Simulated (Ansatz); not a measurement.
Is this LuAl3N4 structure a true minimum?

It was reached by relaxing an invented guess, and it needn't be the stable form of this composition.

Method: DFT PBE, scalar-relativistic, plane waves, PAW in Ansatz 0.2.0. Cutoff 420 eV; k points 12×12×2 on the computed 8-atom cell (Γ-centred); Gaussian smearing, width 0.02 eV; no spin polarisation.

The cell below (8 atoms, space group P3m1 (No. 156)) is relaxed within its symmetry.

```yaml
crystal:
  lattice:
    - [3.20412, 0.00000, 0.00000]
    - [-1.60206, 2.77485, 0.00000]
    - [0.00000, 0.00000, 10.50181]
  atoms:
    - { symbol: Lu, position: [0.00000, 0.00000, 0.90244] }
    - { symbol: Al, position: [0.33333, 0.66667, 0.65448] }
    - { symbol: Al, position: [0.33333, 0.66667, 0.17802] }
    - { symbol: Al, position: [0.66667, 0.33333, 0.41657] }
    - { symbol: N, position: [0.33333, 0.66667, 0.47599] }
    - { symbol: N, position: [0.33333, 0.66667, 0.99996] }
    - { symbol: N, position: [0.66667, 0.33333, 0.23779] }
    - { symbol: N, position: [0.66667, 0.33333, 0.72123] }
```

For the test it was strained at random (σ = 1.5 % a component), the atoms were moved at random (σ = 0.15 Å), and all was relaxed again on a coarse 6×6×2 mesh (in the run’s order of axes) with 0.10 eV smearing, with no symmetry imposed.

Question: What happens?

Answer: It returns, within 1 meV/atom of the unmoved cell on that mesh and with the same symmetry when read at 0.1 Å. No instability shows in this cell; modes of other wave vectors, which need another repeat, aren't tested.
